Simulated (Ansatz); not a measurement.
Ansatz (a quantum-chemistry and plane-wave program) input:

Ansatz 0.2 input:
```yaml
crystal:
  lattice:
    - [-2.784897445, 2.784897445, 5.5370218014]
    - [2.784897445, -2.784897445, 5.5370218014]
    - [2.784897445, 2.784897445, -5.5370218014]
  atoms:
    - { symbol: Cu, position: [0.75, 0.25, 0.5] }
    - { symbol: Cu, position: [0.0, 0.0, 0.0] }
    - { symbol: Ga, position: [0.25, 0.75, 0.5] }
    - { symbol: Ga, position: [0.5, 0.5, 0.0] }
    - { symbol: Se, position: [0.1168308302, 0.125, 0.4918308302] }
    - { symbol: Se, position: [0.6331691698, 0.625, 0.5081691698] }
    - { symbol: Se, position: [0.375, 0.8831691698, 0.0081691698] }
    - { symbol: Se, position: [0.875, 0.3668308302, 0.9918308302] }
kpoints:
  mp_grid: { grid: [7, 7, 7] }
hamiltonian:
  xc: pbesol
  pseudopotentials: { kind: paw }
scf:
  occupations: { method: fixed }
elastic: { mode: relaxed_ion, stencil: two_point, amplitude: 0.005, f_tol: 0.0005 }
```

Output (shortened):

```
Pseudopotential: Cu, paw, valence charge 19
Pseudopotential: Ga, paw, valence charge 13
Pseudopotential: Se, paw, valence charge 16
Functional definition: PBEsol
Crystal: 8 atoms, lattice volume = 171.773 Å³
Basis set: ecut = 420 eV, 3411 PW (Γ), exchange–correlation on 96×96×96 points (8 copies of the dense FFT grid, shifted against one another)
Bands: 77, of which v1, the nominal top of the filled ones, is band 64 counted from 1 (63 counted from 0)
Symmetry: 8 space group operations
Space group: I-42d (ITA 122), of the structure as read, at distance tolerance 5.6e-5 Å
k-points: 40 of 343 (time reversal used)
SCF 1 converged in 16 iterations: F = -42364.423663 eV  dr2 = 4.02e-15
Crystal: 8 atoms, lattice volume = 170.914 Å³
Basis set: ecut = 420 eV, 3387 PW (Γ), exchange–correlation on 96×96×96 points (8 copies of the dense FFT grid, shifted against one another)
Symmetry: 4 space group operations
k-points: 64 of 343 (time reversal used)
SCF 2 converged in 15 iterations: F = -42364.422360 eV  dr2 = 9.68e-14
relax step   1: F+E_penalty+E_count = -42364.42236019 eV  Δ(F+E_penalty+E_count) = +0.000e0 eV  max|allowed force component| = 1.394e-2 eV/Å  Δτ_max = 0.0000 Å  (15 SCF iters, accepted)
Crystal: 8 atoms, lattice volume = 170.914 Å³
SCF 3 converged in 13 iterations: F = -42364.422383 eV  dr2 = 5.33e-15
relax step   2: F+E_penalty+E_count = -42364.42238257 eV  Δ(F+E_penalty+E_count) = -2.238e-5 eV  max|allowed force component| = 2.309e-3 eV/Å  Δτ_max = 0.0015 Å  (13 SCF iters, accepted)
Crystal: 8 atoms, lattice volume = 170.914 Å³
SCF 4 converged in 11 iterations: F = -42364.422384 eV  dr2 = 5.30e-14
relax step   3: F+E_penalty+E_count = -42364.42238377 eV  Δ(F+E_penalty+E_count) = -1.202e-6 eV  max|allowed force component| = 5.619e-4 eV/Å  Δτ_max = 0.0003 Å  (11 SCF iters, accepted)
Crystal: 8 atoms, lattice volume = 170.914 Å³
SCF 5 converged in 8 iterations: F = -42364.422384 eV  dr2 = 5.52e-14
relax step   4: F+E_penalty+E_count = -42364.42238383 eV  Δ(F+E_penalty+E_count) = -5.135e-8 eV  max|allowed force component| = 2.563e-4 eV/Å  Δτ_max = 0.0001 Å  (8 SCF iters, accepted)
Crystal: 8 atoms, lattice volume = 170.914 Å³
SCF 6 converged in 2 iterations: F = -42364.422384 eV  dr2 = 4.35e-14
Crystal: 8 atoms, lattice volume = 172.632 Å³
Basis set: ecut = 420 eV, 3423 PW (Γ), exchange–correlation on 96×96×96 points (8 copies of the dense FFT grid, shifted against one another)
SCF 7 converged in 16 iterations: F = -42364.422331 eV  dr2 = 1.57e-14
relax step   1: F+E_penalty+E_count = -42364.42233064 eV  Δ(F+E_penalty+E_count) = +0.000e0 eV  max|allowed force component| = 1.302e-2 eV/Å  Δτ_max = 0.0000 Å  (16 SCF iters, accepted)
Crystal: 8 atoms, lattice volume = 172.632 Å³
SCF 8 converged in 13 iterations: F = -42364.422352 eV  dr2 = 2.44e-14
relax step   2: F+E_penalty+E_count = -42364.42235220 eV  Δ(F+E_penalty+E_count) = -2.155e-5 eV  max|allowed force component| = 5.043e-4 eV/Å  Δτ_max = 0.0018 Å  (13 SCF iters, accepted)
Crystal: 8 atoms, lattice volume = 172.632 Å³
SCF 9 converged in 9 iterations: F = -42364.422352 eV  dr2 = 6.57e-14
relax step   3: F+E_penalty+E_count = -42364.42235227 eV  Δ(F+E_penalty+E_count) = -7.679e-8 eV  max|allowed force component| = 1.917e-4 eV/Å  Δτ_max = 0.0001 Å  (9 SCF iters, accepted)
Crystal: 8 atoms, lattice volume = 172.632 Å³
SCF 10 converged in 2 iterations: F = -42364.422352 eV  dr2 = 5.93e-14
[...]
relax step   1: F+E_penalty+E_count = -42364.42277270 eV  Δ(F+E_penalty+E_count) = +0.000e0 eV  max|allowed force component| = 3.604e-2 eV/Å  Δτ_max = 0.0000 Å  (13 SCF iters, accepted)
Crystal: 8 atoms, lattice volume = 171.772 Å³
SCF 31 converged in 11 iterations: F = -42364.422993 eV  dr2 = 2.65e-14
relax step   2: F+E_penalty+E_count = -42364.42299349 eV  Δ(F+E_penalty+E_count) = -2.208e-4 eV  max|allowed force component| = 1.801e-2 eV/Å  Δτ_max = 0.0014 Å  (11 SCF iters, accepted)
Crystal: 8 atoms, lattice volume = 171.772 Å³
SCF 32 converged in 11 iterations: F = -42364.423080 eV  dr2 = 5.71e-14
relax step   3: F+E_penalty+E_count = -42364.42307988 eV  Δ(F+E_penalty+E_count) = -8.639e-5 eV  max|allowed force component| = 6.410e-3 eV/Å  Δτ_max = 0.0019 Å  (11 SCF iters, accepted)
Crystal: 8 atoms, lattice volume = 171.772 Å³
SCF 33 converged in 10 iterations: F = -42364.423091 eV  dr2 = 4.23e-14
relax step   4: F+E_penalty+E_count = -42364.42309081 eV  Δ(F+E_penalty+E_count) = -1.093e-5 eV  max|allowed force component| = 1.905e-3 eV/Å  Δτ_max = 0.0009 Å  (10 SCF iters, accepted)
Crystal: 8 atoms, lattice volume = 171.772 Å³
SCF 34 converged in 9 iterations: F = -42364.423092 eV  dr2 = 3.58e-14
relax step   5: F+E_penalty+E_count = -42364.42309151 eV  Δ(F+E_penalty+E_count) = -7.008e-7 eV  max|allowed force component| = 6.553e-4 eV/Å  Δτ_max = 0.0002 Å  (9 SCF iters, accepted)
Crystal: 8 atoms, lattice volume = 171.772 Å³
SCF 35 converged in 9 iterations: F = -42364.423092 eV  dr2 = 5.12e-14
relax step   6: F+E_penalty+E_count = -42364.42309175 eV  Δ(F+E_penalty+E_count) = -2.390e-7 eV  max|allowed force component| = 2.618e-5 eV/Å  Δτ_max = 0.0002 Å  (9 SCF iters, accepted)
Crystal: 8 atoms, lattice volume = 171.772 Å³
SCF 36 converged in 2 iterations: F = -42364.423092 eV  dr2 = 5.55e-14
Crystal: 8 atoms, lattice volume = 171.772 Å³
SCF 37 converged in 13 iterations: F = -42364.422773 eV  dr2 = 1.44e-14
relax step   1: F+E_penalty+E_count = -42364.42277270 eV  Δ(F+E_penalty+E_count) = +0.000e0 eV  max|allowed force component| = 3.604e-2 eV/Å  Δτ_max = 0.0000 Å  (13 SCF iters, accepted)
Crystal: 8 atoms, lattice volume = 171.772 Å³
SCF 38 converged in 11 iterations: F = -42364.422993 eV  dr2 = 2.76e-14
relax step   2: F+E_penalty+E_count = -42364.42299349 eV  Δ(F+E_penalty+E_count) = -2.208e-4 eV  max|allowed force component| = 1.801e-2 eV/Å  Δτ_max = 0.0014 Å  (11 SCF iters, accepted)
Crystal: 8 atoms, lattice volume = 171.772 Å³
SCF 39 converged in 11 iterations: F = -42364.423080 eV  dr2 = 6.17e-14
relax step   3: F+E_penalty+E_count = -42364.42307988 eV  Δ(F+E_penalty+E_count) = -8.639e-5 eV  max|allowed force component| = 6.410e-3 eV/Å  Δτ_max = 0.0019 Å  (11 SCF iters, accepted)
Crystal: 8 atoms, lattice volume = 171.772 Å³
SCF 40 converged in 10 iterations: F = -42364.423091 eV  dr2 = 4.39e-14
relax step   4: F+E_penalty+E_count = -42364.42309081 eV  Δ(F+E_penalty+E_count) = -1.093e-5 eV  max|allowed force component| = 1.905e-3 eV/Å  Δτ_max = 0.0009 Å  (10 SCF iters, accepted)
Crystal: 8 atoms, lattice volume = 171.772 Å³
SCF 41 converged in 9 iterations: F = -42364.423092 eV  dr2 = 3.45e-14
relax step   5: F+E_penalty+E_count = -42364.42309151 eV  Δ(F+E_penalty+E_count) = -7.008e-7 eV  max|allowed force component| = 6.553e-4 eV/Å  Δτ_max = 0.0002 Å  (9 SCF iters, accepted)
Crystal: 8 atoms, lattice volume = 171.772 Å³
SCF 42 converged in 9 iterations: F = -42364.423092 eV  dr2 = 5.00e-14
relax step   6: F+E_penalty+E_count = -42364.42309175 eV  Δ(F+E_penalty+E_count) = -2.390e-7 eV  max|allowed force component| = 2.618e-5 eV/Å  Δτ_max = 0.0002 Å  (9 SCF iters, accepted)
Crystal: 8 atoms, lattice volume = 171.772 Å³
SCF 43 converged in 2 iterations: F = -42364.423092 eV  dr2 = 5.56e-14
SCF converged after 16 iterations
Free energy (F): -42364.423663 eV
Harris-Foulkes:  -42364.423663 eV  (|F-HF|=0.00e0)
Internal energy: -42364.423663 eV  (E = F + TS)
E sigma→0 (E₀):  -42364.423663 eV
Fermi energy:    8.899135 eV
--- Per-component energies (eV) ---
  E_band       = -2617.525019
  E_kinetic    = 1307.897339
  E_local      = -24882.552847  (includes V_loc(G=0)·N_el)
  E_nonlocal   = -716.370971
  E_hartree    = 11645.142208
  E_xc         = -726.292565
  E_vxc        = -736.775299  (∫ρ·V_xc dr)
  E_paw        = -14639.632817  (= ΣΔE_a)
  E_vpaw       = -880.005594  (= ΣTr[D̂ρ^β])
  E_aug_tail   = -0.002071  (compensation charges beyond the density's cutoff)
  E_ewald      = -14358.784101
  E_core_change = 6.172162  (= ΣΔE_core)
  E_smearing   =  0.000000  (= −TS)
  E_closure    = 0.000000  (closes the sum)
  Σ components = -42364.423663   (vs F -42364.423663, Δ=0.00e0)
--- Forces (eV/Å), atoms counted from 1 ---
  atom   1  Cu     0.00000000     0.00000000     0.00000000
  atom   2  Cu     0.00000000     0.00000000     0.00000000
  atom   3  Ga     0.00000000     0.00000000     0.00000000
  atom   4  Ga     0.00000000     0.00000000     0.00000000
  atom   5  Se     0.00000000    -0.00048101     0.00000000
  atom   6  Se     0.00000000     0.00048101     0.00000000
  atom   7  Se     0.00048101     0.00000000     0.00000000
  atom   8  Se    -0.00048101     0.00000000     0.00000000
  max |Σ_I F_I| component: 5.02e-17 eV/Å
--- Stress (GPa, compression-positive) ---
       -0.003124       0.000000       0.000000
        0.000000      -0.003124       0.000000
        0.000000       0.000000       0.002938
  P = ⅓ Tr σ = -0.0011 GPa (-0.011 kbar)
--- Band table (eV; the first three rows and the last of 40) ---
  k-point 0: bands = ["-102.6883", "-102.6882", "-60.2539", "-60.2537", "-60.2305", "-60.2305", "-60.2304", "-60.2304", "-39.2333", "-39.2333", "-39.2333", "-39.2333", "-39.2317", "-39.2315", "-39.2312", "-39.2312", "-39.1765", "-39.1763", "-39.1763", …
  k-point 1: bands = ["-102.6883", "-102.6882", "-60.2538", "-60.2537", "-60.2305", "-60.2305", "-60.2304", "-60.2304", "-39.2334", "-39.2333", "-39.2333", "-39.2333", "-39.2316", "-39.2315", "-39.2313", "-39.2313", "-39.1765", "-39.1763", "-39.1763", …
  k-point 2: bands = ["-102.6882", "-102.6882", "-60.2538", "-60.2537", "-60.2305", "-60.2305", "-60.2304", "-60.2304", "-39.2334", "-39.2333", "-39.2333", "-39.2333", "-39.2315", "-39.2314", "-39.2313", "-39.2313", "-39.1764", "-39.1763", "-39.1763", …
  k-point 39: bands = ["-102.6882", "-102.6882", "-60.2538", "-60.2538", "-60.2305", "-60.2305", "-60.2304", "-60.2304", "-39.2333", "-39.2333", "-39.2333", "-39.2333", "-39.2316", "-39.2316", "-39.2313", "-39.2313", "-39.1764", "-39.1764", "-39.1763", …
--- Elastic constants: 4 strain directions × 2 members + reference (group order 8) ---
  dense FFT box of the reference and of every strained cell: 48×48×48
  strains applied: 11, 33, 23, 12; error gains …
  C = ∂σ_k/∂η_j (tension-positive GPa; Voigt order 11 22 33 23 13 12):
        96.965     58.135     58.082      0.000      0.000      0.000
        58.135     96.965     58.082      0.000      0.000      0.000
        58.088     58.088     96.527      0.000      0.000      0.000
         0.000      0.000      0.000     42.252      0.000      0.000
         0.000      0.000      0.000      0.000     42.252      0.000
         0.000      0.000      0.000      0.000      0.000     42.815
  reference stress σ⁰ (GPa):      0.003      0.003     -0.003      0.000      0.000      0.000
  moduli (Voigt/Reuss/Hill, GPa): K = 71.01/71.01/71.01   G = 33.21/28.73/30.97   E = 81.12   ν = 0.310
  mechanically stable: yes (min eigenvalue of sym C = 38.60 GPa)
  strain η (Voigt 11):  stress-route row diagonal C_11 = 96.97 GPa, energy-path curvature d²(F+E_count+ΔE)/dδ²/Ω₀ = 96.85 GPa
         δ    σ_11 (GPa)             F (eV)   n_scf  n_hpsi   n_pw
    -5.000e-3      -0.4852      -42364.4223838       2   41431   3387   relax 4 steps, max|allowed force component| 2.56e-4 eV/Å
     5.000e-3       0.4845      -42364.4223523       2   41277   3423   relax 3 steps, max|allowed force component| 1.92e-4 eV/Å
  strain η (Voigt 33):  stress-route row diagonal C_33 = 96.53 GPa, energy-path curvature d²(F+E_count+ΔE)/dδ²/Ω₀ = 96.40 GPa
         δ    σ_33 (GPa)             F (eV)   n_scf  n_hpsi   n_pw
    -5.000e-3      -0.4891      -42364.4223553       2   25935   3363   relax 2 steps, max|allowed force component| 4.66e-4 eV/Å
     5.000e-3       0.4762      -42364.4223953       2   25765   3411   relax 3 steps, max|allowed force component| 1.15e-7 eV/Å
  strain η (Voigt 23):  stress-route row diagonal C_44 = 42.25 GPa, energy-path curvature d²(F+E_count+ΔE)/dδ²/Ω₀ = 42.12 GPa
         δ    σ_23 (GPa)             F (eV)   n_scf  n_hpsi   n_pw
    -5.000e-3      -0.2113      -42364.4231007       2   64666   3403   relax 5 steps, max|allowed force component| 4.11e-4 eV/Å
     5.000e-3       0.2113      -42364.4231007       2   64701   3403   relax 5 steps, max|allowed force component| 4.11e-4 eV/Å
  strain η (Voigt 12):  stress-route row diagonal C_66 = 42.81 GPa, energy-path curvature d²(F+E_count+ΔE)/dδ²/Ω₀ = 42.77 GPa
         δ    σ_12 (GPa)             F (eV)   n_scf  n_hpsi   n_pw
    -5.000e-3      -0.2141      -42364.4230917       2   41364   3407   relax 6 steps, max|allowed force component| 2.62e-5 eV/Å
     5.000e-3       0.2141      -42364.4230917       2   41263   3407   relax 6 steps, max|allowed force component| 2.62e-5 eV/Å
```

Cost: about 24 core-minutes (a rough figure) on shared cores.

The cell was relaxed with PBEsol under the symmetry of its start. No spin polarisation was allowed. Spin–orbit coupling is left out wherever it is not named.

Potentials: the later of the program's two PAW sets.

Ansatz is a plane-wave DFT program.
